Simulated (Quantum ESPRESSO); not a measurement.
**Kohn-Sham bands of Ga2O3 (corundum)**

```
CELL_PARAMETERS angstrom
     -2.49870     4.32788     0.00000
     -4.99740     0.00000     0.00000
     -2.49870     1.44263     4.48355
ATOMIC_POSITIONS crystal
  Ga 0.14441 0.14441 0.56677
  Ga 0.85559 0.85559 0.43323
  Ga 0.35559 0.35559 0.93323
  Ga 0.64441 0.64441 0.06677
  O  0.94684 0.25000 0.25000
  O  0.05316 0.75000 0.75000
  O  0.55316 0.94684 0.25000
  O  0.44684 0.05316 0.75000
  O  0.25000 0.55316 0.25000
  O  0.75000 0.44684 0.75000
```

Cell from Materials Project (mp-1243), symmetrised, no further relaxation. COD (Crystallography Open Database) has the formula in 2 space groups, this one among them (matched by group alone). Computed values, not measurements, from PBEsol: Quantum ESPRESSO (norm-conserving PseudoDojo potentials, cutoff 68 Ry, no spin polarisation, no spin-orbit coupling) on a Γ-centred 4×4×4 mesh, then Wannier90. Density: 8×8×8 mesh, cold smearing 0.01 Ry.

Energies are relative to the valence-band maximum; weights are on the orthonormalised atomic waves of the pseudopotential files, averaged over the group. 88 electrons a cell are treated as valence.

Task: Into which isolated groups do the bands fall, where do they lie and what are they made of?

Result: 
| bands | from (eV) | to (eV) | filling | weight on atomic waves |
|---|---|---|---|---|
| 1–6 | -18.88 | -16.78 | filled | O 2s 70 %, Ga 4p 17 %, Ga 3d 8 % |
| 7–26 | -12.80 | -11.44 | filled | Ga 3d 96 % |
| 27–44 | -7.26 | 0.00 | filled | O 2p 81 %, Ga 4p 8 %, Ga 4s 6 % |

The Kohn-Sham gap over both meshes and the path is 2.74 eV.
